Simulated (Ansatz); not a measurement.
TiRh (space group P4/mmm)

```xyz
2
Lattice="2.8943 0.0000 0.0000 0.0000 2.8943 0.0000 0.0000 0.0000 3.3562" Properties=species:S:1:pos:R:3 pbc="T T T"
Ti     1.4472     1.4472     1.6781
Rh     0.0000     0.0000     0.0000
```

The slice is a (010) plane (indices of the conventional cell) through the point (0.000, 0.000, 0.000) (fractional), spanned by u = [100] and v = [001] in vectors of this cell: u (2.89 Å) and v (3.36 Å, at 90° to u). It covers one period; positions are fractions (u, v).

Computed with LDA (plane waves to 420 eV, PAW, scalar-relativistic; Ansatz, a program for electronic structure). k mesh 16×16×14. Inside the PAW spheres the values are not all-electron values, and peaks at nuclei hang on which shells count as valence. TiRh is run without spin polarisation. TiRh was relaxed with its symmetry unable to fall.

### Question
What is the valence density on the shortest Rh–Rh line in this plane (2.89 Å), at its midpoint?

### Answer
0.31 e/Å³.

### Question
Sketch the valence electron density on this plane as a map.

### Answer
```
|@@@@@@%%##**==--::........::--==**##%%@@@@|
|@@@@%%%%##++==::............::==++##%%%%@@|
|%%%%%%##**++--::....    ....::--++**##%%%%|
|######**++==::::....    ....::::==++**####|
|****++++==--::....        ....::--==++++**|
|======--::::....            ....::::--====|
|----::::::....                ....::::::--|
|............                    ..........|
|......                                ....|
|                                          |
|                                          |
|                                          |
|                                          |
|                                          |
|......                                ....|
|............                    ..........|
|----::::::....                ....::::::--|
|======--::::....            ....::::--====|
|****++++==--::....        ....::--==++++**|
|######**++==::::....    ....::::==++**####|
|%%%%%%##**++--::....    ....::--++**##%%%%|
|@@@@%%%%##++==::............::==++##%%%%@@|
|@@@@@@%%##**==--::........::--==**##%%@@@@|
|@@@@@@%%##**==--::........::--==**##%%@@@@|
```
Scale: ten equal steps from -0.71 (start of ' ') to 1.18 (end of '@'), in the order ' .:-=+*#%@'. Values: log₁₀ of the valence density in e/Å³. The map has 21 points along u (two characters each, u = 0 at the left) and 24 along v (v = 0 in the bottom row). The scale is logarithmic, as a density can span decades between atoms and voids.
